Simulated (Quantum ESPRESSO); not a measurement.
**Band energies of GeTe**

```
GeTe
1.0
    2.09450     1.20926     3.67903
   -2.09450     1.20926     3.67903
    0.00000    -2.41851     3.67903
Ge Te
1 1
Direct
  0.00777   0.00777   0.00777
  0.47122   0.47122   0.47122
```

PBEsol (pw.x of Quantum ESPRESSO, ONCV potentials, scalar-relativistic); path ΓLB1,BZΓX,QFP1Z,LP; energies in eV from the valence-band maximum.

```
k (1/Å)  point  band 11  band 12  band 13  band 14  band 15  band 16  band 17  band 18
-------  -----  -------  -------  -------  -------  -------  -------  -------  -------
0.00         Γ   -13.01    -4.93    -1.78    -1.60    -1.60     2.50     3.23     3.23
0.46             -12.40    -6.85    -1.91    -1.78    -0.83     1.57     2.09     2.15
0.91         L   -11.33    -8.82    -1.91    -1.84    -0.24     0.51     0.78     1.30
1.03             -11.30    -8.79    -2.39    -1.83    -0.59     0.80     0.88     1.94
1.63        B1   -10.97    -8.14    -4.64    -4.46    -0.70     1.37     5.13     5.17
1.63         B   -10.97    -8.14    -4.64    -4.46    -0.70     1.37     5.13     5.17
2.08             -11.58    -8.22    -3.58    -2.63    -0.36     0.99     3.17     3.87
2.41         Z   -11.84    -8.43    -1.37    -1.37    -0.39     0.99     0.99     1.52
2.62             -12.09    -7.95    -1.43    -1.43    -0.48     1.26     1.26     1.70
3.16             -12.97    -5.12    -1.65    -1.59    -1.59     2.47     3.11     3.11
3.27         Γ   -13.01    -4.93    -1.78    -1.60    -1.60     2.50     3.23     3.23
3.57             -12.73    -5.89    -2.17    -1.60    -1.03     1.96     2.35     3.26
4.07             -11.36    -8.22    -4.12    -2.04    -1.34     1.58     1.82     4.75
4.37         X   -10.97    -8.21    -4.94    -2.99    -2.46     3.14     3.58     4.93
4.37         Q   -10.97    -8.21    -4.94    -2.99    -2.46     3.14     3.58     4.93
4.50             -11.03    -7.89    -5.06    -3.25    -2.84     3.01     4.35     4.85
4.77         F   -11.13    -7.53    -5.02    -3.35    -3.33     2.09     5.25     5.99
5.11        P1   -11.12    -8.03    -4.97    -2.94    -2.38     2.82     3.65     5.30
5.59             -11.75    -8.36    -2.61    -1.71    -0.47     1.29     1.47     2.83
5.78         Z   -11.84    -8.43    -1.37    -1.37    -0.39     0.99     0.99     1.52
5.78         L   -11.33    -8.82    -1.91    -1.84    -0.24     0.51     0.78     1.30
5.96             -11.29    -8.74    -2.64    -2.09    -0.87     1.13     1.61     1.92
6.38         P   -11.12    -8.03    -4.97    -2.94    -2.38     2.82     3.65     5.30
```

The PBEsol gap is 0.51 eV; at least one edge lies off the plotted path, at a point of the SCF mesh. The smallest direct gap is 0.76 eV.

Spin-orbit coupling is left out, which matters for elements this heavy: edges can move by tenths of an eV.

Geometry of the Materials Project entry, not relaxed at this level.

The distance between layers or molecules is the database entry's, not relaxed here. Functionals without dispersion can leave it too large, which widens gaps and weakens the response across layers: the numbers belong to this cell.
